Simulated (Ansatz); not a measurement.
All numbers below come from Ansatz, DFT PBE, scalar-relativistic, plane waves, PAW. Cutoff 420 eV, Γ-centred meshes of about 0.25 Å⁻¹ or finer for metals and 0.3 Å⁻¹ for insulators (2π included), Gaussian smearing. No spin polarisation.

This relaxed Al3BSb2 cell comes from a structure search over trial cells.

```cif
data_structure
_symmetry_space_group_name_H-M 'C2/m'
_symmetry_Int_Tables_number 12
_cell_length_a 20.0979
_cell_length_b 4.1495
_cell_length_c 6.8662
_cell_angle_alpha 90.000
_cell_angle_beta 92.424
_cell_angle_gamma 90.000
_cell_volume 572.11
loop_
_atom_site_label
_atom_site_type_symbol
_atom_site_symmetry_multiplicity
_atom_site_Wyckoff_symbol
_atom_site_fract_x
_atom_site_fract_y
_atom_site_fract_z
_atom_site_occupancy
Al1 Al 4 i 0.43184 0.50000 0.50034 1
Al2 Al 4 i 0.43185 0.50000 0.98273 1
Al3 Al 4 i 0.46692 0.00000 0.24579 1
B1 B 4 i 0.00035 0.00000 0.25006 1
Sb1 Sb 4 i 0.34327 0.00000 0.44220 1
Sb2 Sb 4 i 0.34324 0.00000 0.01935 1
```

**Question.** Is this structure dynamically stable?

**Answer.** As far as tested, yes. The phonons at Γ show no imaginary mode. (Phonon run: 8×8×6 k mesh, Gaussian smearing of 0.10 eV.) After random moves of the atoms it relaxes back. Other q points weren't tested. The optical modes at Γ run from 52 to 676 cm⁻¹. Al on its first site has 2 B at 2.14–2.25 Å, 3 Al at 2.74–2.82 Å and 2 Sb at 2.75 Å; Al on its second site has 2 B at 2.14–2.25 Å, 3 Al at 2.74–2.82 Å and 2 Sb at 2.75 Å; B has 6 Al at 2.14–2.25 Å; around Sb on its first site lie 3 Al at 2.75–2.88 Å and 1 Sb at 2.90 Å; 2 more sites not described.

Weakly bound directions are ill-defined at this level, which has no dispersion term. Spin–orbit coupling, which can matter for Sb, is left out. Phonons of metals hang on the k mesh and the smearing.
